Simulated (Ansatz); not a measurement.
CrGe₂ in space group I4/mcm (No. 140; Ge on 8h, Cr on 4a) at seven volumes, PBE in the plane-wave PAW code Ansatz, shape and atoms relaxed at each. One row is withheld.

| V (Å³/atom) | P (GPa) |
|---|---|
| 13.527 | 16.34 |
| 13.973 | 9.95 |
| 14.419 | ? |
| 14.864 | 0.01 |
| 15.310 | -3.84 |
| 15.756 | -7.08 |
| 16.202 | -9.81 |

Question: Fit the shown pressures and predict the withheld one.

Answer: P = (3/2)B₀(x^(7/2) − x^(5/2))[1 + (3/4)(B′ − 4)(x − 1)] with x = (V₀/V)^(2/3). Least squares on the six rows gives V₀ = 14.865 Å³/atom, B₀ = 139 GPa, B′ = 4.64. At V = 14.419, x = 1.0205 and P = 4.54 GPa. The run itself gave 4.56 GPa.

A made-up cell: these elements were put on the sites of a structure type; neither database checked (COD, Materials Project) lists it. Its standing as an ambient phase is unchecked. The cell was relaxed with PBE under the symmetry of its start; whether a distortion lowers the energy is not shown. The workflow began spin-polarised and lost its moments.

Potentials: the later of the program's two PAW sets.
